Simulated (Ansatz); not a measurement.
Calculated Hf-179 nuclear quadrupole resonance for HfO₂

Cell: a computed structure from the Materials Project (it need not be an observed phase), atoms as given.

Space group P4_2/nmc:1 (No. 137); a = 3.5580, c = 5.1719 Å.

```csv
site,Wyckoff,site symmetry,x,y,z
Hf,2a,-4m2,0.5000,0.5000,0.5000
O,4d,2mm.,0.0000,0.5000,0.6972
```

One atom of each set is listed.

All values are calculated (Ansatz; DFT, PBE, plane waves and PAW (field gradients read without the response of the frozen cores, which leaves them typically 4 to 6 % off), scalar-relativistic, 420 eV cutoff, Γ-centred 5×5×4 k-points, Fermi–Dirac smearing 0.02 eV), not measured.

Hf-179: I = 9/2, Q = 3793 mb (year-2017 value). Static lattice, zero field.

Task: The simulated lines lie at 54.0, 107.9, 161.9, 215.9 MHz. What are |C_Q|, η and |V_zz| at Hf?

Result: For I = 9/2 and η = 0 the lines are |C_Q|/24 times 1, 2, 3 and 4; η shifts the lowest up most. Here |C_Q| = 1295 MHz, η = 0.00 and |V_zz| = 14.12 × 10²¹ V/m². The calculation gives V_zz positive; the lines don't show the sign. The site has 8 O at 2.05–2.37 Å.

An axis of threefold or higher order runs through Hf, so V_zz lies along it and η is zero.

At this cell the PBE pressure is 10 GPa, so with PBE the cell would grow if it were relaxed. The entry's cell may itself be off. Without spin–orbit coupling the gradients at and beside Hf can be off by some per cent, at some sites by more.
